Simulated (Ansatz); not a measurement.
The relaxed structure here is a generated cell of TaSi2: the first start was made by a random draw of sites in a space group, and the end was not matched to a known phase here, so it may be hypothetical. Known forms of TaSi2 include space group No. 181.

A relaxed structure of TaSi$_{2}$. Calculation: PBE (plane waves to 420 eV, PAW, scalar-relativistic; Ansatz, a quantum-chemistry and plane-wave program).

```
CELL_PARAMETERS angstrom
     -1.64166     1.64166     4.10657
      1.64166    -1.64166     4.10657
      1.64166     1.64166    -4.10657
ATOMIC_POSITIONS crystal
  Si 0.66832 0.66832 0.00000
  Si 0.33168 0.33168 0.00000
  Ta 0.00000 0.00000 0.00000
```

### Question
Find the space group and the Wyckoff positions (tolerance 0.01 Å).

### Answer
Space group I4/mmm (No. 139); a = b = 3.283 Å, c = 8.213 Å, α = β = γ = 90.00°

```json
[
 {"atom": "Si", "site": "4e", "symmetry": "4mm", "x": "0.0000", "y": "0.0000", "z": "0.3317"},
 {"atom": "Ta", "site": "2a", "symmetry": "4/mmm", "x": "0.0000", "y": "0.0000", "z": "0.0000"}
]
```

This is the AFLOW prototype AB2_tI6_139_a_e (C11_b, as in Si2Mo).

### Question
Give the shortest distances between elements (the closest pairs, up to four, under 3.6 Å).

### Answer
Si–Si 2.68 Å; Si–Ta 2.70 Å; Ta–Ta 3.28 Å.

- Volume per atom = 14.76 Å³
- Density = 8.89 g/cm³
- Band gap = zero (metallic)

No spin polarisation in the result. The relaxed primitive cell holds an odd number of electrons. A magnetic state may lie lower.

It was reached from a disturbed copy of a R-3m (No. 166) cell, against which it lies -0.67 eV/atom.
